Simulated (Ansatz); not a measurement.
A geometry of HfO2 away from equilibrium: step 13 of the relaxation of a randomly generated symmetric cell of HfO2 (space group No. 132). All values below come from PBE (plane waves to 420 eV, PAW, scalar-relativistic; Ansatz, a program for electronic structure). Γ-centred k-mesh 6×6×6 on the run's cell (coarser than for final values), Fermi–Dirac smearing 0.05 eV.

```xyz
6
Lattice="4.1385 0.0000 0.0000 0.0000 4.1385 0.0000 0.0000 0.0000 5.6469" Properties=species:S:1:pos:R:3:forces:R:3 pbc="T T T" free_energy=-33720.307 pressure_GPa=7.9
Hf     0.0000     0.0000     4.2352    0.0000    0.0000    0.0000
Hf     0.0000     0.0000     1.4117    0.0000    0.0000    0.0000
O      3.1672     3.1672     0.0000    0.0516    0.0516    0.0000
O      0.9713     0.9713     0.0000   -0.0516   -0.0516    0.0000
O      3.1672     0.9713     2.8234    0.0516   -0.0516    0.0000
O      0.9713     3.1672     2.8234   -0.0516    0.0516    0.0000
```

Positions in Å, forces in eV/Å, free energy of the cell in eV (comparable only within this code, potentials and settings). Largest force: 0.07 eV/Å, on O3, O4, O5, O6 (atoms numbered as listed); the geometry lies 0.07 eV/atom above the end of its relaxation.

No spin polarisation in the result. No dispersion correction is included, so spacings between layers, chains or molecules are soft and tend to come out too large.

The run could not lower the symmetry of its start; a shaken copy of this end point relaxes with PBE to P2₁/m (No. 11), 701 meV/atom lower.

The end of the path is a generated cell of HfO2: the first start was made by a random draw of sites in a space group, and the end was not matched to a known phase here, so it may be hypothetical. Known forms of HfO2 include space group No. 14, 29, 137, 225.
